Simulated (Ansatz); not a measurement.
The relaxed structure here is a generated cell of TaP: the first start was made by placing the elements on the sites of a structure type, and the end was not matched to a known phase here, so it may be hypothetical.

A relaxed structure of TaP. All values below come from PBEsol (plane waves to 420 eV, PAW, scalar-relativistic; Ansatz, a first-principles code).

```cif
data_P2Ta2
_chemical_formula_sum 'P2 Ta2'
_space_group_name_H-M_alt 'P 1'
_space_group_IT_number 1
_cell_length_a 4.41347
_cell_length_b 4.41347
_cell_length_c 4.41347
_cell_angle_alpha 60.000
_cell_angle_beta 60.000
_cell_angle_gamma 60.000
loop_
_space_group_symop_operation_xyz
  'x, y, z'
loop_
_atom_site_label
_atom_site_type_symbol
_atom_site_fract_x
_atom_site_fract_y
_atom_site_fract_z
_atom_site_occupancy
P1 P 0.25000 0.25000 0.25000 1
P2 P 0.00000 0.00000 0.00000 1
Ta1 Ta 0.50000 0.50000 0.50000 1
Ta2 Ta 0.75000 0.75000 0.75000 1
```

Problem. Find the space group and the Wyckoff positions (tolerance 0.01 Å).

Solution. Space group Fd-3m, origin choice 1 (No. 227); a = b = c = 6.2416 Å, α = β = γ = 90.00°

| atom | site | symmetry | x | y | z |
|---|---|---|---|---|---|
| P | 8b | -43m | 0.5000 | 0.5000 | 0.5000 |
| Ta | 8a | -43m | 0.0000 | 0.0000 | 0.0000 |

This is the AFLOW prototype AB_cF16_227_a_b (B32, as in NaTl).

Problem. Give the shortest distances between elements (the closest pairs, up to four, under 3.6 Å).

Solution. P–Ta 2.70 Å; Ta–Ta 2.70 Å; P–P 2.70 Å.

The volume per atom is 15.20 Å³ and the band gap comes out as no gap (metallic).

No spin polarisation in the result.

The run could not lose the symmetry of its start: the end is stationary, and may be a saddle point rather than a minimum.

All atoms sit on sites fixed by symmetry, so only the cell could relax.
